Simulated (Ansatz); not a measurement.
**BN (P6_3mc), clamped-ion strain scan**

Theory: DFT PBE, scalar-relativistic, plane waves, PAW (Ansatz). The runs took a 520 eV cutoff, a Γ-centred 12×12×6 mesh and Gaussian smearing (0.05 eV). No spin polarisation. Energies are free energies at this smearing, counted from the undisturbed cell; pressure is positive in compression.

Reference structure (as given, not relaxed at this level; it stands at 0.0 GPa; this wurtzite form isn't the usual structure):

```yaml
crystal:
  lattice:
    - [2.55394, 0.00000, 0.00000]
    - [-1.27697, 2.21178, 0.00000]
    - [0.00000, 0.00000, 4.22685]
  atoms:
    - { symbol: B, position: [0.66667, 0.33333, 0.99972] }
    - { symbol: B, position: [0.33333, 0.66667, 0.49972] }
    - { symbol: N, position: [0.66667, 0.33333, 0.62528] }
    - { symbol: N, position: [0.33333, 0.66667, 0.12528] }
```

The cell is strained by ε times the Voigt pattern (1, 1, 0, 0, 0, 0) (xx, yy, zz, yz, xz, xy; engineering shear) with fractional coordinates fixed.

```tsv
ε	ΔE (meV/atom)
-0.0200	16.9
-0.0150	9.4
-0.0100	4.2
-0.0050	1.1
0.0000	0.0
0.0050	0.9
0.0100	3.7
0.0150	8.2
0.0175	11.2
0.0200	14.6
```

Task: Predict the stress summed along the pattern (GPa, tension positive) at each point.

Result:
```tsv
ε	stress summed along the pattern (GPa, tension positive)
-0.0200	-47.01
-0.0150	-34.52
-0.0100	-22.62
-0.0050	-11.27
0.0000	-0.46
0.0050	9.83
0.0100	19.62
0.0150	28.94
0.0175	33.42
0.0200	37.79
```

Cost: 10 runs of about 0.45 core-minutes in all, on Intel Xeon Processor @ 2.70GHz (shared hosts).